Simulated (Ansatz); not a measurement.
Ag2S in space group Cmcm (No. 63; Ag on 4c, Ag on 4b, S on 4c), LDA (plane waves, PAW; program Ansatz). The conduction-band minimum lies at Γ, with 1 equivalent valley. Second derivatives d²E/dk² of the lowest band at one valley (eV·Å²), along Cartesian directions:

| direction | d²E/dk² |
|---|---|
| [100] | 86.50 |
| [010] | 14.23 |
| [001] | 19.08 |
| [110] | 50.42 |
| [101] | 52.87 |
| [011] | 16.66 |

Find the principal effective masses, the density-of-states mass and the conductivity mass.

Off-diagonal terms follow from H_xy = H[110] − (H_xx + H_yy)/2, and m*/mₑ = 7.620 eV·Å² over each eigenvalue: 0.088, 0.40, 0.54. One valley's DOS mass (m₁m₂m₃)^(1/3) = 0.27, conductivity mass 3/(Σ 1/mᵢ) = 0.19 mₑ.

What effective density of states Nc follows at 300 K for parabolic valleys?

Nc = 2.509e19 × 1 × (0.27)^(3/2) ≈ 3.5e18 cm⁻³.

With the computed static dielectric constant 18.6 (mean of the diagonal), estimate a hydrogenic donor's binding energy and radius.

E = 13.606 eV × 0.19/18.6² ≈ 7.5 meV; a = 0.529 Å × ε/m* ≈ 52 Å. Semilocal masses tend to be too small where the gap is.

The first step of the workflow began from a Materials Project structure, measured or hypothetical; the Crystallography Open Database copy checked does not list it. COD files the formula under space group No. 4, 14, so this cell is another polymorph or a model. Whether it is the stable phase at ambient conditions was not checked. The cell was relaxed with LDA under the symmetry of its start; phonons on a q-mesh show no instability. No spin polarisation was allowed. Scalar-relativistic: spin–orbit coupling is off unless named, which matters more the heavier the elements.

Potentials: the later of the program's two PAW sets.
